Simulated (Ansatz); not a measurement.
Problem. Name crystals whose computed values (plane-wave PAW r²SCAN+D4 (Ansatz code)) fall in these windows: highest Γ mode, no LO–TO term (cm⁻¹) 180 to 220; HSE06 gap (eV) 3.9 to 5.2; electron conductivity mass (mₑ) 0.68 to 0.81.

Solution. 

| crystal | highest Γ mode, no LO–TO term (cm⁻¹) | HSE06 gap (eV) | electron conductivity mass (mₑ) |
|---|---|---|---|
| CaI2, CdI2 type | 206 | 4.63 | 0.75 |
Others may fit too.

Standing as an ambient phase not checked: CaI2, CdI2 type. The cell was relaxed under the symmetry of its start. Scalar-relativistic: spin–orbit coupling is off unless named, which matters more the heavier the elements.

Potentials: the later of the program's two PAW sets.
